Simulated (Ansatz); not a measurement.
Values for one crystal, relaxed and computed with the program Ansatz at the r²SCAN level (PAW); other levels are named.

- Volume per atom = 17.80 Å³
- Electronic character = metallic (no gap)
- Density of states at the Fermi level = 1.2 states/eV per atom (mean over ±0.08 eV)
- Bulk modulus (Birch–Murnaghan fit) = 234 GPa
- Pressure derivative B′ = 4.8
- Formation energy from the elements (no fitted shifts) = -0.31 eV/atom

Task: Which of these materials gives this?
(A) Sn2Ir, fluorite or antifluorite type
(B) Li2Pt, P6/mmm (Li on 2d, Pt on 1a)
(C) VIr3, Cu3Au type
(D) LaIr5, P6/mmm (La on 1a, Ir on 3g, Ir on 2c)

Result: D, LaIr5, P6/mmm (La on 1a, Ir on 3g, Ir on 2c)

The workflow started from an entry of the Crystallography Open Database (COD). Its standing as an ambient phase is unchecked. Symmetry was held in the r²SCAN relaxation; whether a distortion lowers the energy is not shown. The run is not spin-polarised. The references are the lowest solids computed at this level, not always the standard phases. Scalar-relativistic: spin–orbit coupling is off unless named, which matters more the heavier the elements.

Potentials: the later of the program's two PAW sets.
